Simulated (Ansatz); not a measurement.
InP:
```cif
data_In3P3
_chemical_formula_sum 'In3 P3'
_space_group_name_H-M_alt 'P 1'
_space_group_IT_number 1
_cell_length_a 4.13870
_cell_length_b 4.13870
_cell_length_c 9.35244
_cell_angle_alpha 90.000
_cell_angle_beta 90.000
_cell_angle_gamma 120.000
loop_
_space_group_symop_operation_xyz
  'x, y, z'
loop_
_atom_site_label
_atom_site_type_symbol
_atom_site_fract_x
_atom_site_fract_y
_atom_site_fract_z
_atom_site_occupancy
In1 In 0.00000 0.50000 0.33333 1
In2 In 0.50000 0.50000 0.66667 1
In3 In 0.50000 0.00000 0.00000 1
P1 P 0.00000 0.50000 0.83333 1
P2 P 0.50000 0.50000 0.16667 1
P3 P 0.50000 0.00000 0.50000 1
```

Relaxed with r²SCAN.

Tabulate the valence density and the electron localisation function along the shortest In–P contact (2.59 Å), r²SCAN (plane waves, PAW; program Ansatz).



```csv
distance from In (Å),density (e/Å³),ELF
0.26,8.74,0.00
0.39,6.78,0.02
0.52,4.76,0.07
0.65,2.94,0.15
0.78,1.53,0.20
0.91,0.73,0.21
1.04,0.49,0.22
1.17,0.42,0.33
1.30,0.42,0.56
1.42,0.47,0.77
1.55,0.55,0.86
1.68,0.65,0.89
1.81,0.74,0.88
1.94,0.76,0.80
2.07,0.64,0.54
2.20,0.43,0.14
2.33,0.22,0.01
```

The density is the valence pseudo-density with augmentation charge, so density and ELF within about 1 Å of a nucleus are not all-electron values.

Space group P6_422. The start of the workflow was typed in or built on a structure type; neither database checked (COD, Materials Project) lists it. It is not the phase usual at ambient conditions (space group No. 216). Symmetry was held in the r²SCAN relaxation; its stability against distortions is not shown here.

Potentials: the earlier of the program's two PAW sets.
